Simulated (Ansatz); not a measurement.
## Carriers in NaHF2 (R-3m)

```xyz
4
Lattice="1.7391 1.0041 4.5773 -1.7391 1.0041 4.5773 0.0000 -2.0081 4.5773" Properties=species:S:1:pos:R:3 pbc="T T T"
Na    0.0000    0.0000    0.0000
H     0.0000    0.0000    6.8659
F     0.0000    0.0000    5.7239
F     0.0000    0.0000    8.0080
```

The conventional cell has a = 3.478 Å, b = 3.478 Å, c = 13.732 Å, α = 90.00°, β = 90.00°, γ = 120.00°. Na (atom 1) is surrounded by 6 F at 2.31 Å. H (atom 2) has 2 F at 1.14 Å as nearest neighbours. F (atom 3) is surrounded by 1 H at 1.14 Å.

Computed, not measured; unless marked otherwise by PBEsol, all-electron LAPW in Ansatz 0.2.0, scalar-relativistic. k mesh 8×8×8, fixed occupations, basis error target 1 meV/atom. The cell was relaxed by PAW under this functional.

Extrema are searched on a 12×12×12 mesh and refined by Newton steps; masses come from band slopes 0.005 Å⁻¹ away, 1/m* = (1/ħ²) d²E/dk², negative for holes (the finite step makes the lightest masses up to about 3 % heavy). k is in units of the reciprocal vectors.

Problem. Where are the band edges, and is the gap direct?

Solution. The valence maximum lies at T (-0.500, -0.500, -0.500) and the conduction minimum at Gamma (0.000, 0.000, 0.000), so the Kohn-Sham gap of 6.895 eV is indirect; the least direct gap on the mesh is 7.056 eV.

Problem. What are the electron masses at the edge?

Solution. The principal masses are 0.607, 0.626, 0.626 mₑ. One valley has a density-of-states mass (m₁m₂m₃)^(1/3) = 0.62; the direction-averaged conductivity mass 3/Σ(1/mᵢ) is 0.62 mₑ.

Problem. Several bands lie at or near the hole edge, or its surface isn't an ellipsoid. What are the masses by direction?

Solution. 

| direction | branch from the edge | its level at the point (eV from the edge) | m*/mₑ |
| --- | --- | --- | --- |
| x | 1 | 0.000 | -12.6 |
| x | 2 | 0.000 | -2.97 |
| x | 3 | -0.718 | -13.9 |
| y | 1 | 0.000 | -12.6 |
| y | 2 | 0.000 | -2.97 |
| y | 3 | -0.718 | -13.9 |
| z | 1 | 0.000 | -4.38 |
| z | 2 | 0.000 | -4.38 |
| z | 3 | -0.718 | 4.98 |
| x+y | 1 | 0.000 | -12.6 |
| x+y | 2 | 0.000 | -2.97 |
| x+y | 3 | -0.718 | -13.9 |
| x+z | 1 | 0.000 | -7.24 |
| x+z | 2 | 0.000 | -3.35 |
| x+z | 3 | -0.718 | 13.4 |
| y+z | 1 | 0.000 | -4.96 |
| y+z | 2 | 0.000 | -4.26 |
| y+z | 3 | -0.718 | 9.54 |
| x+y+z | 1 | 0.000 | -10.7 |
| x+y+z | 2 | 0.000 | -2.97 |
| x+y+z | 3 | -0.718 | nearly flat |

Problem. Along the Cartesian direction x+z the conduction slope is 0.06181 eV·Å one step out. What is it four steps out, and what does that say?

Solution. 0.2471 eV·Å, 3.998 times the first; a parabola would give 4, so the band is nearly parabolic here.

Problem. What electronic dielectric constant and refractive index follow from the same bands (independent particles)?

Solution. ε∞ = (1.67, 1.67, 1.89), so n ≈ √ε∞ = 1.32 (mean over directions) well under the gap and the normal reflectivity is ((n − 1)/(n + 1))² = 0.019. Local fields, left out here, lower ε∞ by several per cent.

Problem. What gap does PAW give in the same cell?

Solution. 6.903 eV, 8 meV from the LAPW value.

Problem. Cells strained by ±0.5 % (all lengths, zz alone, equal engineering shears γ in yz, zx, xy; ions relaxed) give deformation potentials. How do the edge levels move, in eV per unit strain against the centre of the top valence set?

Solution. 

| point | k | side | bands | level (eV) | d/dlnV | d/dε_zz | d/dγ | split/ε_zz | split/γ |
| --- | --- | --- | --- | --- | --- | --- | --- | --- | --- |
| Gamma | 0.00 0.00 0.00 | conduction | 1 | 6.895 | -3.17 | -3.22 | 0.00* | – | – |
| T | 0.50 0.50 0.50 | valence | 2 | 0.000 | 0.00 | 0.00 | 0.00 | 0.00 | 1.60 |
| T | 0.50 0.50 0.50 | conduction | 1 | 8.667 | -2.42 | -1.80 | 0.00 | – | – |
| L | -0.50 0.00 0.00 | conduction | 1 | 11.037 | -5.03 | -5.03 | -0.91 | – | – |
| L | 0.00 -0.50 0.00 | conduction | 1 | 11.037 | -5.03 | -5.03 | 0.82 | – | – |
| L | 0.00 0.00 -0.50 | conduction | 1 | 11.037 | -5.03 | -5.03 | 0.08 | – | – |
| F | -0.50 0.00 -0.50 | valence | 1 | -0.116 | 0.27 | -0.17 | -0.91 | – | – |
| F | -0.50 0.00 -0.50 | conduction | 1 | 11.931 | -4.01 | -0.19 | 3.17 | – | – |
| F | -0.50 -0.50 0.00 | valence | 1 | -0.116 | 0.27 | -0.17 | -0.07 | – | – |
| F | -0.50 -0.50 0.00 | conduction | 1 | 11.931 | -4.01 | -0.19 | -2.02 | – | – |
| F | 0.00 -0.50 -0.50 | valence | 1 | -0.116 | 0.27 | -0.17 | 0.98 | – | – |
| F | 0.00 -0.50 -0.50 | conduction | 1 | 11.931 | -4.01 | -0.19 | -1.15 | – | – |

Sets with another level within 0.15 eV are left out, since it mixes in under strain; the reference set stays in any case. Entries marked * vanish by symmetry to first order; what they show is the residue of the finite step. These cells use a basis error target of 0.5 meV/atom.

Known limits: semilocal gaps are low, and what follows the gap (onsets, screening, light masses) shifts with it; without spin-orbit coupling, bands that meet at the valence top are not the light and heavy holes of experiment; the frozen-core PAW files of the compared runs were fitted under PBE, their cores solved anew for this functional.
